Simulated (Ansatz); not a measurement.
SrHfO₃:
```xyz
5
Lattice="4.0682 0.0000 0.0000 0.0000 4.0682 0.0000 0.0000 0.0000 4.0682" Properties=species:S:1:pos:R:3 pbc="T T T"
Sr     2.0341     2.0341     2.0341
Hf     0.0000     0.0000     0.0000
O      0.0000     2.0341     0.0000
O      2.0341     0.0000     0.0000
O      0.0000     0.0000     2.0341
```

x, y and z are the axes in which the lattice vectors are written.

Q: Give the high-frequency dielectric tensor and the Born effective charge tensors of the independent atoms from DFPT, LDA in the plane-wave PAW code Ansatz.

A: 
ε∞:
```
4.48  0.00  0.00
0.00  4.48  0.00
0.00  0.00  4.48
```
Z* of atom 1 (Sr), rows: field, columns: displacement, in e:
```
2.59  0.00  0.00
0.00  2.59  0.00
0.00  0.00  2.59
```
Z* of atom 2 (Hf), rows: field, columns: displacement, in e:
```
5.80  0.00  0.00
0.00  5.80  0.00
0.00  0.00  5.80
```
Z* of atom 3 (O), rows: field, columns: displacement, in e:
```
-1.87   0.00   0.00
 0.00  -4.64   0.00
 0.00   0.00  -1.87
```

Space group Pm-3m (cubic perovskite). The workflow started from a Materials Project entry (that database holds measured and hypothetical structures alike); the Crystallography Open Database files this formula in space group No. 221, but the cells were not matched. Its standing as an ambient phase is unchecked. Symmetry was held in the LDA relaxation. At this level the phase is dynamically unstable (imaginary phonons). No spin polarisation was allowed. Spin–orbit coupling is left out wherever it is not named.

Potentials: the later of the program's two PAW sets.
